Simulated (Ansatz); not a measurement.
# From three elastic constants to directional properties of Na3SeI

These are results of DFT PBEsol, scalar-relativistic, plane waves, PAW in Ansatz, not measurements. Settings: 420 eV plane-wave cutoff, Γ-centred 6×6×6 mesh, fixed occupations. No spin polarisation.

The cell is fixed (symmetry leaves no force on the atoms) and stands under 0.0 GPa:
```cif
data_structure
_symmetry_space_group_name_H-M 'P 1'
_symmetry_Int_Tables_number 1
_cell_length_a 5.4312
_cell_length_b 5.4312
_cell_length_c 5.4312
_cell_angle_alpha 90.000
_cell_angle_beta 90.000
_cell_angle_gamma 90.000
_cell_volume 160.21
loop_
_atom_site_label
_atom_site_type_symbol
_atom_site_fract_x
_atom_site_fract_y
_atom_site_fract_z
_atom_site_occupancy
I1 I 0.00000 0.00000 0.00000 1
Se1 Se 0.50000 0.50000 0.50000 1
Na1 Na 0.50000 0.50000 0.00000 1
Na2 Na 0.50000 0.00000 0.50000 1
Na3 Na 0.00000 0.50000 0.50000 1
```

The cell is the ideal cubic antiperovskite prototype; whether it is the stable structure of this composition wasn't checked.

With ions relaxed, on the cubic axes: C11 = 43.2, C12 = 5.1, C44 = 6.0 GPa. The density is 2.849 g/cm³. Zone-centre modes weren't checked beside this run.

Question: Is the crystal stable against strain, and how anisotropic is it?

Answer: Born's conditions hold: C11 + 2C12 = 53.3, C11 − C12 = 38.1 and C44 = 6.0 GPa are all positive. B = (C11 + 2C12)/3 = 17.8 GPa. The two shear moduli are C44 and C′ = (C11 − C12)/2 = 19.1 GPa, so Zener's ratio is A = C44/C′ = 0.32: the shear C44 is the soft one, as in NaCl, KCl, the halide perovskites and the bcc metals V, Nb, Cr and Mo. The Cauchy pressure C12 − C44 is -1.0 GPa; it would vanish for pair forces between atoms on inversion centres at zero pressure, and a negative value is usual with directional bonding, though many-body forces give one in some ionic oxides too.

Question: Give the sound speeds along the three symmetry directions.

Answer: The Christoffel equation gives ρv² for each branch:
```csv
direction,branch,ρv²,GPa,v (m/s)
[100],L,C11,43.2,3894
[100],T (×2),C44,6.0,1454
[110],L,(C11 + C12 + 2C44)/2,30.2,3253
[110],"T, u ∥ [001]",C44,6.0,1454
[110],"T, u ∥ [1-10]",(C11 − C12)/2,19.1,2587
[111],L,(C11 + 2C12 + 4C44)/3,25.8,3009
[111],T (×2),(C11 − C12 + C44)/3,14.7,2273
```

Question: How does Young's modulus depend on direction?

Answer: Inverting gives S11 = 23.731, S12 = -2.488, S44 = 166.113 TPa⁻¹. Along a unit vector (l, m, n), 1/E = S11 − 2(S11 − S12 − S44/2)(l²m² + m²n² + n²l²), where the last bracket is 0, 1/4 and 1/3 for [100], [110] and [111]: E = 42, 19 and 16 GPa. With A < 1 the cube edge is stiffest. For a film on (001), the biaxial modulus is C11 + C12 − 2C12²/C11 = 47 GPa and the normal strain is −2C12/C11 = -0.23 times the in-plane one.